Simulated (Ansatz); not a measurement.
Relaxation path: rocksalt MgO (100), 3 layers

DFT, PBE, PAW with Ansatz's default frozen-core files, scalar-relativistic (Ansatz 0.2.0); a Γ-centred 10×10×1 k mesh, Fermi–Dirac smearing of 0.02 eV, no spin polarisation. The run relaxes the atoms in the fixed cell.

Command: `ansatz run input.yaml --threads 2 --pin off --max-ram 4096MiB --backend cpu --events-out ev --progress --plain --runs-dir out` It took 27 s on 2 threads of Arm Neoverse V1, on a shared host, peak memory 0.43 GiB.

```yaml
crystal:
  lattice:
    - [3.0079491112, 0.0, 0.0]
    - [0.0, 3.0079491112, 0.0]
    - [0.0, 0.0, 20.2539]
  atoms:
    - { symbol: Mg, position: [0.25, 0.25, 0.3949860909] }
    - { symbol: O, position: [0.75, 0.75, 0.3949860909] }
    - { symbol: Mg, position: [0.75, 0.75, 0.5] }
    - { symbol: O, position: [0.25, 0.25, 0.5] }
    - { symbol: Mg, position: [0.25, 0.25, 0.6050139091] }
    - { symbol: O, position: [0.75, 0.75, 0.6050139091] }
kpoints:
  mp_grid: { grid: [10, 10, 1] }
scf:
  occupations: { method: fermi_dirac, width: 0.02 }
hamiltonian:
  xc: pbe
  pseudopotentials: { kind: paw }
output:
  forces: true
  stress: true
  eigenvalues: true
  write_density: true
  write_potential: true
  elf: true
  volumetric_format: npy
relax:
  f_tol: 0.01
  max_steps: 40
efield:
  axis: 3
  amplitude: 0
  dipole_correction: true
```

Each step lists its free energy a cell above the last geometry, and Cartesian positions (Å) with forces (eV/Å).

The first step:

```
step 1  dF = 20.86 meV
  Mg 0.7520 0.7520 8.0000   0.0000 0.0000 0.4389
  O 2.2560 2.2560 8.0000   0.0000 0.0000 -0.4400
  Mg 2.2560 2.2560 10.1270   0.0000 0.0000 0.0000
  O 0.7520 0.7520 10.1270   0.0000 0.0000 0.0000
  Mg 0.7520 0.7520 12.2539   0.0000 0.0000 -0.4389
  O 2.2560 2.2560 12.2539   0.0000 0.0000 0.4400
```

Where does the relaxation end, and by which steps?

After 3 geometries, with a shortest distance of 2.104 Å. The further steps:
```
step 2  dF = 0.77 meV
  Mg 0.7520 0.7520 8.0186   0.0000 0.0000 0.0859
  O 2.2560 2.2560 7.9803   0.0000 0.0000 -0.0830
  Mg 2.2560 2.2560 10.1270   0.0000 0.0000 0.0000
  O 0.7520 0.7520 10.1270   0.0000 0.0000 0.0000
  Mg 0.7520 0.7520 12.2353   0.0000 0.0000 -0.0859
  O 2.2560 2.2560 12.2736   0.0000 0.0000 0.0830
step 3  dF = 0.00 meV
  Mg 0.7520 0.7520 8.0230   0.0000 0.0000 0.0004
  O 2.2560 2.2560 7.9756   0.0000 0.0000 0.0008
  Mg 2.2560 2.2560 10.1270   0.0000 0.0000 0.0000
  O 0.7520 0.7520 10.1270   0.0000 0.0000 0.0000
  Mg 0.7520 0.7520 12.2309   0.0000 0.0000 -0.0004
  O 2.2560 2.2560 12.2783   0.0000 0.0000 -0.0008
step 4  dF = 0.00 meV  (same geometry, solved once more)
  Mg 0.7520 0.7520 8.0230   0.0000 0.0000 0.0005
  O 2.2560 2.2560 7.9756   0.0000 0.0000 0.0005
  Mg 2.2560 2.2560 10.1270   0.0000 0.0000 0.0000
  O 0.7520 0.7520 10.1270   0.0000 0.0000 0.0000
  Mg 0.7520 0.7520 12.2309   0.0000 0.0000 -0.0005
  O 2.2560 2.2560 12.2783   0.0000 0.0000 -0.0005
```
